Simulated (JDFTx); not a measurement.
An input for a modified build of JDFTx (Ti(0001), CANDLE, water, 1 M KF; bohr, hartree) and the course of its log:

```
lattice \
  5.5477258648 2.7738629324 0.0000000000 \
  0.0000000000 4.8044715411 0.0000000000 \
  0.0000000000 0.0000000000 43.4637008664
coords-type Lattice
ion Ti 0.6666666668 0.6666666668 -0.1513323910 0
ion Ti 0.0000000002 0.0000000002 -0.0504441300 0
ion Ti 0.6666666668 0.6666666668 0.0504441300 0
ion Ti 0.0000000002 0.0000000002 0.1513323910 0
ion-species pseudo/ti_pbe_v1.4.upf
elec-cutoff 20 100
elec-ex-corr gga-PBE
coulomb-interaction Slab 001
coulomb-truncation-embed 0 0 0
kpoint-folding 8 8 1
elec-smearing Fermi 0.01
elec-n-bands 34
target-mu -0.163167
electronic-scf nIterations 100 energyDiffThreshold 1e-10
fluid LinearPCM
pcm-variant CANDLE
fluid-solvent H2O
fluid-cation K+ 1
fluid-anion F- 1
fluid-minimize nIterations 400 knormThreshold 1e-11
wavefunction read f0.wfns
elec-initial-eigenvals f0.eigenvals
elec-initial-fillings read f0.fillings
fluid-initial-state f0.fluidState
dump-name f0_u0.$VAR
dump End State Ecomponents EigStats BandEigs Forces ElecDensity IonicPositions Fillings Kpoints Dtot FluidDebug BoundCharge FluidDensity
```

```
[one cycle in 5 is shown, and the last three; fluid-solver lines are left out]
	FillingsUpdate:  mu: -0.163167000  nElectrons: 44.591983
SCF: Cycle:  0   G: -219.801175502651176   dG: +5.592e+00   |Residual|: 2.279e-01   |deigs|: 3.976e-09
	FillingsUpdate:  mu: -0.163167000  nElectrons: 47.671562
SCF: Cycle:  5   G: -225.358492482953693   dG: -8.911e-02   |Residual|: 2.387e-02   |deigs|: 2.950e-03
	FillingsUpdate:  mu: -0.163167000  nElectrons: 47.625965
SCF: Cycle: 10   G: -225.349681779485934   dG: +3.573e-03   |Residual|: 1.910e-02   |deigs|: 5.552e-05
	FillingsUpdate:  mu: -0.163167000  nElectrons: 47.605772
SCF: Cycle: 15   G: -225.361828881213114   dG: -2.860e-03   |Residual|: 1.757e-02   |deigs|: 4.393e-04
	FillingsUpdate:  mu: -0.163167000  nElectrons: 48.046485
SCF: Cycle: 20   G: -225.368097807074037   dG: -5.609e-03   |Residual|: 1.709e-02   |deigs|: 2.581e-03
	FillingsUpdate:  mu: -0.163167000  nElectrons: 47.621664
SCF: Cycle: 25   G: -225.381149549998213   dG: -6.200e-02   |Residual|: 1.243e-02   |deigs|: 1.132e-03
	FillingsUpdate:  mu: -0.163167000  nElectrons: 47.610786
SCF: Cycle: 30   G: -225.389904110154959   dG: -1.253e-02   |Residual|: 7.748e-03   |deigs|: 4.773e-04
	FillingsUpdate:  mu: -0.163167000  nElectrons: 47.532816
SCF: Cycle: 35   G: -225.386725817955011   dG: -1.633e-03   |Residual|: 1.001e-02   |deigs|: 1.032e-04
	FillingsUpdate:  mu: -0.163167000  nElectrons: 47.674449
SCF: Cycle: 40   G: -225.394963703861123   dG: -6.754e-04   |Residual|: 2.217e-03   |deigs|: 3.878e-04
	FillingsUpdate:  mu: -0.163167000  nElectrons: 47.648477
SCF: Cycle: 45   G: -225.395331667514370   dG: +3.979e-06   |Residual|: 2.862e-04   |deigs|: 2.947e-05
	FillingsUpdate:  mu: -0.163167000  nElectrons: 47.646920
SCF: Cycle: 50   G: -225.395332294716127   dG: +5.664e-06   |Residual|: 2.552e-04   |deigs|: 2.088e-05
	FillingsUpdate:  mu: -0.163167000  nElectrons: 47.643110
SCF: Cycle: 55   G: -225.395338219376754   dG: -1.519e-06   |Residual|: 2.254e-05   |deigs|: 2.080e-05
	FillingsUpdate:  mu: -0.163167000  nElectrons: 47.644121
SCF: Cycle: 60   G: -225.395338247680797   dG: +1.547e-07   |Residual|: 5.016e-05   |deigs|: 5.219e-06
	FillingsUpdate:  mu: -0.163167000  nElectrons: 47.644386
SCF: Cycle: 65   G: -225.395338075514672   dG: -4.770e-07   |Residual|: 8.029e-05   |deigs|: 4.396e-06
	FillingsUpdate:  mu: -0.163167000  nElectrons: 47.641059
SCF: Cycle: 70   G: -225.395335977285271   dG: +2.684e-06   |Residual|: 1.720e-04   |deigs|: 1.310e-05
	FillingsUpdate:  mu: -0.163167000  nElectrons: 47.643410
SCF: Cycle: 75   G: -225.395338691967709   dG: -5.178e-07   |Residual|: 2.335e-05   |deigs|: 7.515e-06
	FillingsUpdate:  mu: -0.163167000  nElectrons: 47.643003
SCF: Cycle: 80   G: -225.395338660201077   dG: -5.193e-07   |Residual|: 4.643e-05   |deigs|: 8.236e-06
	FillingsUpdate:  mu: -0.163167000  nElectrons: 47.642925
SCF: Cycle: 85   G: -225.395338627526968   dG: -2.144e-07   |Residual|: 6.424e-05   |deigs|: 8.492e-06
	FillingsUpdate:  mu: -0.163167000  nElectrons: 47.643504
SCF: Cycle: 90   G: -225.395338726177613   dG: -1.498e-07   |Residual|: 2.134e-05   |deigs|: 3.476e-06
	FillingsUpdate:  mu: -0.163167000  nElectrons: 47.642238
SCF: Cycle: 95   G: -225.395338138968441   dG: +5.776e-07   |Residual|: 7.792e-05   |deigs|: 7.415e-06
	FillingsUpdate:  mu: -0.163167000  nElectrons: 47.640169
SCF: Cycle: 97   G: -225.395332430296008   dG: +6.278e-06   |Residual|: 2.367e-04   |deigs|: 1.996e-05
	FillingsUpdate:  mu: -0.163167000  nElectrons: 47.643982
SCF: Cycle: 98   G: -225.395338484252704   dG: -6.054e-06   |Residual|: 6.336e-05   |deigs|: 2.260e-05
	FillingsUpdate:  mu: -0.163167000  nElectrons: 47.644146
SCF: Cycle: 99   G: -225.395338235549616   dG: +2.487e-07   |Residual|: 7.263e-05   |deigs|: 1.963e-06
SCF: None of the convergence criteria satisfied after 100 iterations.
IonicMinimize: Iter:   0  G: -225.395338235549616  |grad|_K:  0.000e+00
IonicMinimize: Converged (|grad|_K<1.000000e-04).
```

This run gave no converged result. The loop ran out of cycles short of its threshold. It has stalled and not diverged: the last ten energies span 6e-06 Ha, so the total is near its end, but levels, forces and the electron count aren't shown converged.
